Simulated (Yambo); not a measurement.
## RbIO₃: sweep of GW parameters

G0W0@LDA for RbIO3 (space group R3m, No. 160) in Yambo. Reference settings: 4×4×4 Γ-centred k mesh, 132 bands and a 7 Ry block in the screening, 132 bands in G with the Bruneval-Gonze terminator, plasmon pole fitted at 27.2 eV. The LDA gap Z → Z on this mesh is 2.77 eV; G0W0 gaps are taken between the same points.

```csv
change from the reference,G0W0 gap Z → Z (eV),shift of the valence edge (eV),rough Yambo cost
reference settings,4.50,-0.81,1
"50 bands in W, 50 bands in G",4.63,-0.62,about 1/3
"85 bands in W, 85 bands in G",4.54,-0.74,within a factor of two
no random integration,4.45,-0.65,–
no terminator,4.47,-0.63,–
```

The reference isn't shown to be the converged limit. Costs are rough (shared machines), scaled to the same edge states, and given only for runs that recompute the screening.

Without spin-orbit coupling, band edges of such heavy elements can be off by tenths of an eV.

Geometry of the Materials Project entry, not relaxed at this level; primitive cell a = 4.519 Å, b = 4.519 Å, c = 4.519 Å, α = 89.72°, β = 89.72°, γ = 89.72°.

The structure is a Materials Project entry; no match was found in the copy of COD used, and its stability was not checked.

A shift is the quasiparticle energy of the state minus its LDA energy.
